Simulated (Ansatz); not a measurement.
Total density of states per atom from DFT-LDA in the program Ansatz with PAW potentials, in 0.25 eV bins, energy from the Fermi level:

```
E (eV) | states/eV/atom
    -7.35 |  0.00
    -7.10 | # 0.04
    -6.85 | # 0.08
    -6.60 | ## 0.10
    -6.35 | ## 0.14
    -6.10 | ### 0.16
    -5.85 | ### 0.19
    -5.60 | #### 0.25
    -5.35 | ##### 0.31
    -5.10 | ##### 0.31
    -4.85 | ############# 0.74
    -4.60 | ###### 0.31
    -4.35 | # 0.04
    -4.10 |  0.00
    -3.85 |  0.00
    -3.60 |  0.00
    -3.35 | ##### 0.27
    -3.10 | ######## 0.47
    -2.85 | ######## 0.43
    -2.60 | ######### 0.50
    -2.35 | ######## 0.42
    -2.10 | ######## 0.43
    -1.85 | ######### 0.49
    -1.60 | ############## 0.80
    -1.35 | ################## 0.98
    -1.10 | ############# 0.75
    -0.85 | ############################ 1.55
    -0.60 | ############### 0.87
    -0.35 | ######## 0.47
    -0.10 | ################## 0.99
     0.15 | ############################# 1.65
     0.40 | ################### 1.09
     0.65 | ################## 1.02
     0.90 | ##### 0.27
     1.15 | ################### 1.08
     1.40 | ################ 0.91
     1.65 | ######################## 1.35
     1.90 | ################## 1.03
     2.15 | ############################## 1.69
     2.40 | ########################## 1.44
```

Q: Which of these materials gives this?
A) Al2Pt, fluorite or antifluorite type
B) LaScO3, Pnma (La on 4c, Sc on 4a, O on 4c, O on 8d)
C) AlIr, CsCl type
D) Sc2Al, P6_3/mmc (Sc on 2a, Sc on 2d, Al on 2c)

A: D, Sc2Al, P6_3/mmc (Sc on 2a, Sc on 2d, Al on 2c). Within 0.5 eV of the Fermi level: Sc 3d 84 %, Al 3p 9 %. Projections are on Löwdin-orthogonalised atomic valence shells; empty p or d shells of many metals are not among them.

The first step of the workflow began from a Materials Project structure, measured or hypothetical; the Crystallography Open Database copy checked does not list it. Whether it is the stable phase at ambient conditions was not checked. The LDA relaxation kept the symmetry of its start; whether a distortion lowers the energy is not shown. The run is not spin-polarised.

Potentials: the later of the program's two PAW sets.
